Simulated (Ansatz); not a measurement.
Phonons of Al (fcc, Cu type) at L = (0.5, 0.0, 0.0), X = (0.5, 0.5, 0.0).

Al (fcc, Cu type)

```
CELL_PARAMETERS angstrom
      0.00000     1.99601     1.99601
      1.99601     0.00000     1.99601
      1.99601     1.99601     0.00000
ATOMIC_POSITIONS crystal
  Al 0.00000 0.00000 0.00000
```

Computed with r2SCAN (plane waves to 500 eV, PAW, scalar-relativistic; Ansatz, a first-principles code). DFPT wavenumbers on a 20×20×20 k mesh, in cm⁻¹ and rounded to 5; i marks imaginary ones, q is in fractions of the reciprocal vectors of the cell shown, and the three acoustic modes at Γ are left out. The program warned that its band solver left a few bands short of their tolerance. Al was relaxed with its symmetry unable to fall.

| q | wavenumbers (cm⁻¹) |
|---|---|
| L = (0.5, 0.0, 0.0) | 160 (×2), 350 |
| X = (0.5, 0.5, 0.0) | 220 (×2), 350 |

The structure shows no imaginary mode at these points (lowest 160 cm⁻¹ at L = (0.5, 0.0, 0.0)); other wave vectors were not tested.

Highest mode: 350 cm⁻¹ at X = (0.5, 0.5, 0.0).
